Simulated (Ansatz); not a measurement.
MnZn:
```xyz
2
Lattice="2.9370 0.0000 0.0000 0.0000 2.9370 0.0000 0.0000 0.0000 2.9370" Properties=species:S:1:pos:R:3 pbc="T T T"
Zn     1.4685     1.4685     1.4685
Mn     0.0000     0.0000     0.0000
```
Starting moments (μB, in the order of the atoms Zn Mn): 0.0 2.9.

Relaxed with PBEsol. Special points in fractions of this cell's reciprocal vectors: Γ (0.000, 0.000, 0.000); X (0.000, 0.500, 0.000); M (0.500, 0.500, 0.000); R (0.500, 0.500, 0.500).

Question: List the band energies nearest the Fermi level at these points for the program Ansatz at the PBEsol level (PAW).

Answer: In eV from the Fermi level; about four levels below and three above (degenerate sets whole), none deeper than 8.9 eV; points with the same levels are listed once.

```
k                            below                above
---  -----------------------------  -------------------
Γ ↑  -2.53 -2.53 -1.07 -1.07 -1.07       6.75 6.75 6.75
X ↑        -2.68 -2.09 -2.09 -1.16     0.23 12.54 12.54
M ↑  -1.48 -1.48 -1.41 -1.41 -0.40      3.63 4.45 13.65
R ↑  -3.91 -3.91 -3.91 -0.36 -0.36  3.73 5.22 5.22 5.22
Γ ↓  -6.94 -6.94 -6.94 -0.68 -0.68       1.80 1.80 1.80
X ↓        -6.87 -5.10 -4.83 -0.69       0.43 0.43 1.74
M ↓        -3.48 -1.29 -1.29 -0.43       1.26 1.26 2.08
R ↓  -6.63 -6.63 -2.32 -2.32 -2.32       2.13 2.13 3.64
```

Space group Pm-3m (CsCl type). The workflow started from an entry of the Crystallography Open Database (COD). Whether it is the stable phase at ambient conditions was not checked. Symmetry was held in the PBEsol relaxation; whether a distortion lowers the energy is not shown. Magnetic state: ferromagnetic, chosen from 3 collinear starts compared on coarse meshes (ties went to the first, and starts can fall back to one state), not a proven ground state.

Potentials: the later of the program's two PAW sets.
